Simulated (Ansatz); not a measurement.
The relaxed structure here is a generated cell of La2O3: the first start was made by a random draw of sites in a space group, and the end was not matched to a known phase here, so it may be hypothetical. Known forms of La2O3 include space group No. 164.

A relaxed cell of La2O3 (Pm-3m (No. 221)), relaxed on a k-mesh at least as fine as the one used below. All values below come from r2SCAN (plane waves to 500 eV, PAW, scalar-relativistic; Ansatz, a first-principles code). Γ-centred k-mesh 5×3×5 on the run's cell (coarser than for final values), Fermi–Dirac smearing 0.05 eV.

```
CELL_PARAMETERS angstrom
      4.55960     0.00000     0.00000
      0.00000     9.11920     0.00000
      0.00000     0.00000     4.55960
ATOMIC_POSITIONS crystal
  La 0.50000 0.25000 0.50000
  La 0.50000 0.75000 0.50000
  La 0.00000 0.00000 0.00000
  La 0.00000 0.50000 0.00000
  O  0.50000 0.00000 0.00000
  O  0.50000 0.50000 0.00000
  O  0.00000 0.25000 0.00000
  O  0.00000 0.75000 0.00000
  O  0.00000 0.00000 0.50000
  O  0.00000 0.50000 0.50000
```

Every atom was then displaced, and the forces became (eV/Å):

```json
[
 {"atom": "La1", "Fx": "0.31", "Fy": "0.22", "Fz": "0.41"},
 {"atom": "La2", "Fx": "-0.37", "Fy": "-1.30", "Fz": "-0.61"},
 {"atom": "La3", "Fx": "1.57", "Fy": "-1.39", "Fz": "-1.49"},
 {"atom": "La4", "Fx": "0.63", "Fy": "-2.00", "Fz": "0.59"},
 {"atom": "O5", "Fx": "-1.72", "Fy": "0.12", "Fz": "0.22"},
 {"atom": "O6", "Fx": "-0.58", "Fy": "0.16", "Fz": "0.53"},
 {"atom": "O7", "Fx": "-0.41", "Fy": "0.33", "Fz": "-0.05"},
 {"atom": "O8", "Fx": "0.36", "Fy": "3.59", "Fz": "1.02"},
 {"atom": "O9", "Fx": "0.13", "Fy": "0.09", "Fz": "0.70"},
 {"atom": "O10", "Fx": "0.09", "Fy": "0.17", "Fz": "-1.31"}
]
```

Task: Which atom was moved farthest relative to the others, and in which direction?

Result: La2, by (-0.08, 0.06, -0.21) Å (0.23 Å, mean shift removed); the next is La1 with 0.16 Å. Its force makes an angle of 75° with its move.

All displacements (Å):

| atom | ux | uy | uz |
|---|---|---|---|
| La1 | 0.162 | -0.136 | 0.002 |
| La2 | -0.034 | 0.030 | -0.178 |
| La3 | 0.020 | -0.011 | 0.155 |
| La4 | -0.010 | -0.005 | 0.032 |
| O5 | 0.127 | -0.019 | 0.002 |
| O6 | 0.034 | 0.066 | 0.037 |
| O7 | 0.016 | -0.076 | -0.023 |
| O8 | 0.041 | -0.159 | 0.117 |
| O9 | 0.066 | -0.054 | 0.082 |
| O10 | 0.058 | 0.101 | 0.105 |

Task: Estimate the energy cost of the displacement in the harmonic approximation and compare with the calculation.

Result: For a harmonic well ΔE = −½ Σ F·u = 0.394 eV a cell, or 39 meV/atom. The calculated energy relative to the undisplaced cell is +39 meV/atom, so the harmonic estimate holds well.

The undisplaced cell is probably no minimum: from this displacement the run went on to P2₁ (No. 4), 792 meV/atom below it.

No spin polarisation in the result.
